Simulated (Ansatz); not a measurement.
Ag2S:
Space group Cmcm (No. 63); a = 4.6436 Å, b = 6.7647 Å, c = 6.9754 Å, α = β = γ = 90.00°

```tsv
atom	site	symmetry	x	y	z
Ag	4b	2/m..	0.0000	0.5000	0.0000
Ag	4c	m2m	0.0000	0.1231	0.2500
S	4c	m2m	0.0000	0.7392	0.2500
```
(The calculation used a cell of 6 atoms; values per cell refer to that cell.)

Relaxed with LDA.

Problem. Give the optical modes at the zone centre with their infrared activity from DFPT, LDA in the plane-wave PAW code Ansatz.

Solution. Transverse frequencies, without the LO–TO term; a row sums one degenerate level.

```tsv
ω (cm⁻¹)	degeneracy	IR ((D/Å)²/amu)	activity	symmetry
39	1	0.71	IR	B1u
40	1	0.00	IR-inactive	B3g
40	1	0.04	IR	B1u
44	1	0.00	IR-inactive	B1g
45	1	0.00	IR-inactive	Au
54	1	0.07	IR	B2u
59	1	0.82	IR	B3u
61	1	0.00	IR-inactive	Ag
115	1	1.04	IR	B2u
246	1	0.00	IR-inactive	Ag
262	1	6.74	IR	B3u
264	1	0.00	IR-inactive	B3g
269	1	0.00	IR-inactive	B1g
291	1	3.79	IR	B1u
298	1	4.42	IR	B2u
```

Problem. How high does the top mode go among those that the LO–TO term moves?

Solution. 280 cm⁻¹ for q along x, 310 cm⁻¹ for q along y, 304 cm⁻¹ for q along z.

The workflow started from a Materials Project entry (that database holds measured and hypothetical structures alike); the Crystallography Open Database copy checked does not list it. COD files the formula under space group No. 4, 14, so this cell is another polymorph or a model. Whether it is the stable phase at ambient conditions was not checked. The cell was relaxed with LDA under the symmetry of its start; of distortions, only those at the zone centre were tested. No spin polarisation was allowed.

Potentials: the later of the program's two PAW sets.
